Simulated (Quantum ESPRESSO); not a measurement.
## SiGa2ZnP4 (one run as intended and one with a planted mistake)

A calculation, not a measurement. The program is pw.x of Quantum ESPRESSO 7.5 (plane-wave density functional theory). The cell is made up: 8 atoms on a zincblende/diamond lattice, with randomly drawn elements, strain and displacements, not relaxed. PseudoDojo standard norm-conserving files (v0.5 for PBE, v0.4.1 for LDA and PBEsol) set the functional; there is no spin polarisation, spin-orbit coupling or dispersion term, and the masses in the input are unused placeholders.

Intended input:

```
&control calculation='scf', pseudo_dir='./dojo.nc.sr.pbe.v0_5.standard.upf', outdir='./o', disk_io='medium', tprnfor=.true., tstress=.true. /
&system ibrav=0, nat=8, ntyp=4, nbnd=41, ecutwfc=84.00895049, nosym=.true., tot_charge=0,
 occupations='smearing', smearing='fd', degauss=0.0018374661
/
&electrons conv_thr=7.350e-09, electron_maxstep=60, /
ATOMIC_SPECIES
Ga 1.0 Ga.upf
P 1.0 P.upf
Si 1.0 Si.upf
Zn 1.0 Zn.upf
CELL_PARAMETERS angstrom
5.4337 0.0 0.0
0.0 5.4337 0.0
0.0 0.0 5.4337
ATOMIC_POSITIONS angstrom
Si -0.0608 -0.0021 0.0411
Ga 0.0169 2.644 2.6973
Zn 2.7326 0.0426 2.7839
Ga 2.6755 2.731 -0.0576
P 1.4916 1.2866 1.3638
P 1.3704 4.0548 4.1311
P 4.0709 1.2806 4.0421
P 4.1817 4.1051 1.3579
K_POINTS automatic
4 4 4 1 1 1
```

The log is shortened where brackets say so; the opening notice, blank lines, dates and the lines on written files are dropped, and the path of the files is cut. It prints rydbergs, bohrs and kilobars, and counts compression as positive stress.

Log of the intended run:

```
     Program PWSCF v.7.5
     Parallel version (MPI & OpenMP), running on       1 processor cores
     Number of MPI processes:                 1
     Threads/MPI process:                     1
     [start-up lines left out]
     bravais-lattice index     =            0
     lattice parameter (alat)  =      10.2682  a.u.
     unit-cell volume          =    1082.6388 (a.u.)^3
     number of atoms/cell      =            8
     number of atomic types    =            4
     number of electrons       =        70.00
     number of Kohn-Sham states=           41
     kinetic-energy cutoff     =      84.0090  Ry
     charge density cutoff     =     336.0358  Ry
     scf convergence threshold =      7.3E-09
     mixing beta               =       0.7000
     number of iterations used =            8  plain     mixing
     Exchange-correlation= PBE
                           (   1   4   3   4   0   0   0)
     [axes and pseudopotential details left out]
   Cartesian axes
     site n.     atom                  positions (alat units)
         1        Si     tau(   1) = (  -0.0111894  -0.0003865   0.0075639  )
         2        Ga     tau(   2) = (   0.0031102   0.4865929   0.4964021  )
         3        Zn     tau(   3) = (   0.5028986   0.0078400   0.5123397  )
         4        Ga     tau(   4) = (   0.4923901   0.5026041  -0.0106005  )
         5        P      tau(   5) = (   0.2745091   0.2367816   0.2509892  )
         6        P      tau(   6) = (   0.2522038   0.7462318   0.7602738  )
         7        P      tau(   7) = (   0.7491948   0.2356773   0.7438946  )
         8        P      tau(   8) = (   0.7695861   0.7554889   0.2499034  )
     number of k points=    32  Fermi-Dirac smearing, width (Ry)=  0.0018
                       cart. coord. in units 2pi/alat
        k(    1) = (   0.1250000   0.1250000   0.1250000), wk =   0.0625000
        k(    2) = (   0.1250000   0.1250000   0.3750000), wk =   0.0625000
     [further k points left out]
     Dense  grid:   112451 G-vectors     FFT dimensions: (  60,  60,  60)
     Estimated max dynamical RAM per process >     153.13 MB
     Initial potential from superposition of free atoms
     starting charge      69.9933, renormalised to      70.0000
     Starting wfcs are   48 randomized atomic wfcs
     total cpu time spent up to now is       11.3 secs
     per-process dynamical memory:    85.8 Mb
     Self-consistent Calculation
     iteration #  1     ecut=    84.01 Ry     beta= 0.70
     Davidson diagonalization with overlap
     ethr =  1.00E-02,  avg # of iterations =  3.8
     Threshold (ethr) on eigenvalues was too large:
     Diagonalizing with lowered threshold
     Davidson diagonalization with overlap
     ethr =  4.58E-04,  avg # of iterations =  4.5
     total cpu time spent up to now is       72.1 secs
     total energy              =    -787.91785389 Ry
     estimated scf accuracy    <       0.32295366 Ry
     iteration #  2     ecut=    84.01 Ry     beta= 0.70
     Davidson diagonalization with overlap
     ethr =  4.61E-04,  avg # of iterations =  2.1
     total cpu time spent up to now is       97.7 secs
     total energy              =    -787.98747727 Ry
     estimated scf accuracy    <       0.11566844 Ry
     [iterations 3 to 8 left out]
     iteration #  9     ecut=    84.01 Ry     beta= 0.70
     Davidson diagonalization with overlap
     ethr =  2.81E-10,  avg # of iterations =  2.5
     total cpu time spent up to now is      274.0 secs
     total energy              =    -788.01474060 Ry
     estimated scf accuracy    <       0.00000001 Ry
     iteration # 10     ecut=    84.01 Ry     beta= 0.70
     Davidson diagonalization with overlap
     ethr =  1.83E-11,  avg # of iterations =  3.8
     total cpu time spent up to now is      305.3 secs
     End of self-consistent calculation
     [lines on levels left out]
!    total energy              =    -788.01474061 Ry
     estimated scf accuracy    <          3.8E-09 Ry
     smearing contrib. (-TS)   =      -0.00000000 Ry
     internal energy E=F+TS    =    -788.01474061 Ry
     The total energy is F=E-TS. E is the sum of the following terms:
     one-electron contribution =    -570.21333984 Ry
     hartree contribution      =     320.90190979 Ry
     xc contribution           =    -148.23962549 Ry
     ewald contribution        =    -390.46368508 Ry
     convergence has been achieved in  10 iterations
     Forces acting on atoms (cartesian axes, Ry/au):
     atom    1 type  3   force =     0.05431770    0.00404576   -0.01448337
     atom    2 type  1   force =     0.02672498    0.00553495    0.00170614
     atom    3 type  4   force =    -0.00578309   -0.05222547   -0.01397760
     atom    4 type  1   force =     0.04397743   -0.01309351    0.03148725
     atom    5 type  2   force =    -0.05751625    0.00104517   -0.02217753
     atom    6 type  2   force =    -0.04446962    0.04264363   -0.02725727
     atom    7 type  2   force =     0.02610062    0.02080359    0.04153131
     atom    8 type  2   force =    -0.04335177   -0.00875413    0.00317107
     Total force =     0.152061     Total SCF correction =     0.000196
     Computing stress (Cartesian axis) and pressure
          total   stress  (Ry/bohr**3)                   (kbar)     P=        8.37
   0.00004936   0.00000422   0.00006489            7.26        0.62        9.55
   0.00000422   0.00004323  -0.00014315            0.62        6.36      -21.06
   0.00006489  -0.00014315   0.00007821            9.55      -21.06       11.50
     init_run     :     10.18s CPU     11.17s WALL (       1 calls)
     electrons    :    282.28s CPU    294.04s WALL (       1 calls)
     forces       :      4.99s CPU      5.03s WALL (       1 calls)
     stress       :     19.97s CPU     20.07s WALL (       1 calls)
     [timing details left out]
     PWSCF        :   5m17.62s CPU   5m30.66s WALL
     JOB DONE.
```

A second run has one planted mistake: the smearing is too wide. The input lines that differ, file-writing options aside:

```
- &system ibrav=0, nat=8, ntyp=4, nbnd=41, ecutwfc=84.00895049, nosym=.true., tot_charge=0,
+ &system ibrav=0, nat=8, ntyp=4, nbnd=59, ecutwfc=84.00895049, nosym=.true., tot_charge=0,
-  occupations='smearing', smearing='fd', degauss=0.0018374661
+  occupations='smearing', smearing='fd', degauss=0.0367493222
```

Its log:

```
     Program PWSCF v.7.5
     Parallel version (MPI & OpenMP), running on       1 processor cores
     Number of MPI processes:                 1
     Threads/MPI process:                     1
     [start-up lines left out]
     bravais-lattice index     =            0
     lattice parameter (alat)  =      10.2682  a.u.
     unit-cell volume          =    1082.6388 (a.u.)^3
     number of atoms/cell      =            8
     number of atomic types    =            4
     number of electrons       =        70.00
     number of Kohn-Sham states=           59
     kinetic-energy cutoff     =      84.0090  Ry
     charge density cutoff     =     336.0358  Ry
     scf convergence threshold =      7.3E-09
     mixing beta               =       0.7000
     number of iterations used =            8  plain     mixing
     Exchange-correlation= PBE
                           (   1   4   3   4   0   0   0)
     [axes and pseudopotential details left out]
   Cartesian axes
     site n.     atom                  positions (alat units)
         1        Si     tau(   1) = (  -0.0111894  -0.0003865   0.0075639  )
         2        Ga     tau(   2) = (   0.0031102   0.4865929   0.4964021  )
         3        Zn     tau(   3) = (   0.5028986   0.0078400   0.5123397  )
         4        Ga     tau(   4) = (   0.4923901   0.5026041  -0.0106005  )
         5        P      tau(   5) = (   0.2745091   0.2367816   0.2509892  )
         6        P      tau(   6) = (   0.2522038   0.7462318   0.7602738  )
         7        P      tau(   7) = (   0.7491948   0.2356773   0.7438946  )
         8        P      tau(   8) = (   0.7695861   0.7554889   0.2499034  )
     number of k points=    32  Fermi-Dirac smearing, width (Ry)=  0.0367
                       cart. coord. in units 2pi/alat
        k(    1) = (   0.1250000   0.1250000   0.1250000), wk =   0.0625000
        k(    2) = (   0.1250000   0.1250000   0.3750000), wk =   0.0625000
     [further k points left out]
     Dense  grid:   112451 G-vectors     FFT dimensions: (  60,  60,  60)
     Estimated max dynamical RAM per process >     172.83 MB
     Initial potential from superposition of free atoms
     starting charge      69.9933, renormalised to      70.0000
     Starting wfcs are   48 randomized atomic wfcs +   11 random wfcs
     total cpu time spent up to now is       10.1 secs
     per-process dynamical memory:    89.8 Mb
     Self-consistent Calculation
     iteration #  1     ecut=    84.01 Ry     beta= 0.70
     Davidson diagonalization with overlap
     ethr =  1.00E-02,  avg # of iterations =  6.6
     Threshold (ethr) on eigenvalues was too large:
     Diagonalizing with lowered threshold
     Davidson diagonalization with overlap
     ethr =  4.43E-04,  avg # of iterations =  2.4
     total cpu time spent up to now is       82.7 secs
     total energy              =    -787.94261568 Ry
     estimated scf accuracy    <       0.31259361 Ry
     iteration #  2     ecut=    84.01 Ry     beta= 0.70
     Davidson diagonalization with overlap
     ethr =  4.47E-04,  avg # of iterations =  2.4
     total cpu time spent up to now is      108.5 secs
     total energy              =    -788.00187627 Ry
     estimated scf accuracy    <       0.14433207 Ry
     [iterations 3 to 8 left out]
     iteration #  9     ecut=    84.01 Ry     beta= 0.70
     Davidson diagonalization with overlap
     ethr =  1.45E-10,  avg # of iterations =  3.9
     total cpu time spent up to now is      331.1 secs
     total energy              =    -788.03875459 Ry
     estimated scf accuracy    <       0.00000005 Ry
     iteration # 10     ecut=    84.01 Ry     beta= 0.70
     Davidson diagonalization with overlap
     ethr =  7.29E-11,  avg # of iterations =  2.0
     total cpu time spent up to now is      376.5 secs
     End of self-consistent calculation
     [lines on levels left out]
!    total energy              =    -788.03875461 Ry
     estimated scf accuracy    <          2.6E-09 Ry
     smearing contrib. (-TS)   =      -0.08545931 Ry
     internal energy E=F+TS    =    -787.95329530 Ry
     The total energy is F=E-TS. E is the sum of the following terms:
     one-electron contribution =    -569.99375232 Ry
     hartree contribution      =     320.71860936 Ry
     xc contribution           =    -148.21446726 Ry
     ewald contribution        =    -390.46368508 Ry
     convergence has been achieved in  10 iterations
     Forces acting on atoms (cartesian axes, Ry/au):
     atom    1 type  3   force =     0.04927918    0.00722603   -0.01466204
     atom    2 type  1   force =     0.02309913    0.00416917    0.00188831
     atom    3 type  4   force =    -0.00608493   -0.04926817   -0.01352868
     atom    4 type  1   force =     0.04282451   -0.01377021    0.02990057
     atom    5 type  2   force =    -0.05386079    0.00063392   -0.02222706
     atom    6 type  2   force =    -0.04306978    0.04050917   -0.02473237
     atom    7 type  2   force =     0.02728914    0.02046267    0.04081852
     atom    8 type  2   force =    -0.03947646   -0.00996258    0.00254276
     Total force =     0.144263     Total SCF correction =     0.000245
     Computing stress (Cartesian axis) and pressure
          total   stress  (Ry/bohr**3)                   (kbar)     P=       14.18
   0.00008548   0.00000140   0.00007827           12.58        0.21       11.51
   0.00000140   0.00009017  -0.00016078            0.21       13.26      -23.65
   0.00007827  -0.00016078   0.00011347           11.51      -23.65       16.69
     init_run     :      8.43s CPU      9.97s WALL (       1 calls)
     electrons    :    351.41s CPU    366.45s WALL (       1 calls)
     forces       :      8.62s CPU      8.87s WALL (       1 calls)
     stress       :     28.28s CPU     28.81s WALL (       1 calls)
     [timing details left out]
     PWSCF        :   6m37.01s CPU   6m54.68s WALL
     JOB DONE.
```

|  | intended run | run with the mistake |
| --- | --- | --- |
| free energy (eV) | -10721.487 | -10721.813 |
| smearing term -TS (eV) | 0.0000 | -1.1627 |
| pressure (GPa) | 0.84 | 1.42 |
| largest force component (eV/Å) | 1.479 | 1.385 |
| largest change of a force component (eV/Å) |  | 0.130 |
| iterations | 10 | 10 |

For scale, a rerun of the intended cell at 1437 eV and a 6 x 6 x 6 mesh moved values by no more than 0.009 eV in energy, 0.02 GPa in stress and 0.004 eV/Å in force. The number of bands, nbnd, was set by rule from the electron count and the smearing, so it follows the mistake.